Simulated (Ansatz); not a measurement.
Bi2Te2Pb2S3 — ³³S NMR of the central transition

Cell: a COD entry (perhaps calculated rather than measured), its atoms then relaxed with PBE in this cell.

Space group P-3m1 (No. 164); a = 4.2579, c = 16.9431 Å, γ = 120.00°.

```
site  Wyckoff  site symmetry       x       y       z
  Bi       2c            3m.  0.0000  0.0000  0.1954
  Te       2d            3m.  0.3333  0.6667  0.9104
  Pb       2d            3m.  0.3333  0.6667  0.6010
  S7       2d            3m.  0.3333  0.6667  0.2988
  S9       1b           -3m.  0.0000  0.0000  0.5000
```

One atom of each set is listed.

The numbers come from a DFT calculation in Ansatz (r2SCAN, plane waves and PAW, scalar-relativistic, 500 eV cutoff, Γ-centred 8×8×2 k-points, Fermi–Dirac smearing 0.02 eV).

³³S has I = 3/2 and Q = -69.40 mb (Pyykkö 2018); at 14.1 T its Larmor frequency is ν₀ = 46.1 MHz. Only the quadrupole interaction is simulated: positions count from each site's isotropic chemical shift, and J coupling is left out, as are shift anisotropy and dipolar coupling, which fast spinning averages.

The S sites: S7 (2 atoms; 3 Pb at 2.99 Å, 3 Bi at 3.02 Å); S9 (1 atom; 6 Pb at 3.00 Å).

Fitted components of the simulated spectrum:

```
component  |C_Q| (MHz)     η
        A        0.119  0.00
        B        0.509  0.00
```

Q: Which site most likely gives which component?

A: By the calculation, A is S7, B is S9. An axis of threefold or higher order runs through S7 and S9, so V_zz lies along it and η is zero.

Without spin–orbit coupling the gradients at and beside Bi and Pb can be off by some per cent, at some sites by more. With a gap of 0.6 eV on this mesh, small gradients can still move by 0.1 × 10²¹ V/m² or more as the k-mesh gets denser.
